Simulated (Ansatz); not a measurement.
Simulated powder pattern, Co Kα, λ = 1.79026 Å (kinematic, ideal powder, no thermal factors, no anomalous dispersion; the 30 strongest lines at most, above 1 %, up to 2θ = 90°):

```csv
2θ (°),I/Imax (%)
15.40,28
31.09,18
41.69,22
42.46,22
47.41,19
48.25,100
52.91,9.8
64.95,14
72.14,13
76.11,19
78.22,2.0
84.15,2.7
84.47,6.9
88.89,13
```

The pattern belongs to a structure relaxed with DFT-PBE in the program Ansatz with PAW potentials.

**Question.** Which of these materials gives this?
(A) AlRu2C, P6_3/mmc (Al on 2d, Ru on 4f, C on 2a)
(B) Ru, hcp (Mg type)
(C) Al, P-3m1 (Pearson symbol hP11)
(D) SnC8, P6/mmm (C on 6l, C on 2c, Sn on 1b)

**Answer.** A, AlRu2C, P6_3/mmc (Al on 2d, Ru on 4f, C on 2a)

**Question.** Give the lattice parameters.

**Answer.** a = 2.904 Å, c = 13.359 Å.

The start of the workflow was typed in or built on a structure type; neither database checked (COD, Materials Project) lists it. Whether it is the stable phase at ambient conditions was not checked. The PBE relaxation kept the symmetry of its start; whether a distortion lowers the energy is not shown. The run is not spin-polarised.

Potentials: the earlier of the program's two PAW sets.
